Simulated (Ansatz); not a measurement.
GaP (zinc blende)

```
CELL_PARAMETERS angstrom
      0.00000     5.50603     5.50603
      2.75302     2.75302     5.50603
      2.75302     2.75302     0.00000
ATOMIC_POSITIONS crystal
  P  0.00000 0.75000 0.75000
  P  0.50000 0.75000 0.75000
  Ga 0.00000 0.00000 0.00000
  Ga 0.50000 0.00000 0.00000
```

A phonon eigenvector at X = (0.5, 0.5, 0.0) is frozen into this cell: atom i moves by Q times the vector below, so Q is the largest atomic displacement, in Å. The cell is held. It is one choice among 2 degenerate patterns. (q is in reciprocal vectors of the primitive cell; the cell shown is doubled to hold the pattern.)

```tsv
atom	x	y	z
P1	0.000	-1.000	0.000
P2	0.000	1.000	0.000
Ga3	0.323	0.000	0.000
Ga4	-0.323	0.000	0.000
```

Computed with PBE (plane waves to 420 eV, PAW, scalar-relativistic; Ansatz, an electronic-structure program). k mesh 10×10×10 (Γ-centred), Fermi-Dirac smearing 0.05 eV. E stands for the smeared free energy. Compression counts positive. GaP was relaxed with its symmetry unable to fall. ΔE is measured from the undisplaced structure.

| Q (Å) | ΔE (eV/cell) | P (GPa) | −dE/dQ from forces (eV/Å) |
|---|---|---|---|
| -0.280 | 1.291 | 5.74 | 9.254 |
| -0.233 | 0.895 | 3.99 | 7.699 |
| -0.187 | 0.572 | 2.56 | 6.147 |
| -0.140 | 0.322 | 1.44 | 4.601 |
| -0.093 | 0.143 | 0.65 | 3.062 |
| -0.047 | 0.036 | 0.17 | 1.529 |
| 0.000 | 0.000 | 0.01 | 0.000 |
| 0.047 | 0.036 | 0.17 | -1.529 |
| 0.093 | 0.143 | 0.65 | -3.062 |
| 0.140 | 0.322 | 1.44 | -4.601 |
| 0.187 | 0.572 | 2.56 | -6.147 |
| 0.233 | 0.895 | 3.99 | -7.699 |
| 0.280 | 1.291 | 5.74 | -9.254 |

What the scan shows:

| Property | Result |
|---|---|
| Energy at Q = 0.280 Å | 1291 meV/cell |
| Space group of the distorted cell | C222_1 (No. 20), lowered from F-43m |
| Symmetry of the curve | even: the same for both signs |
| Shape of the curve | a single well with its minimum at or next to zero displacement |
| Harmonic wavenumber from the curvature (finite differences) | 341 cm⁻¹ |
| Wavenumber by perturbation theory (DFPT, on another k mesh) | 341 cm⁻¹ |

(A displaced cell: forces are minus the slopes of the energy, force constants its curvatures, and phonons follow from these.)
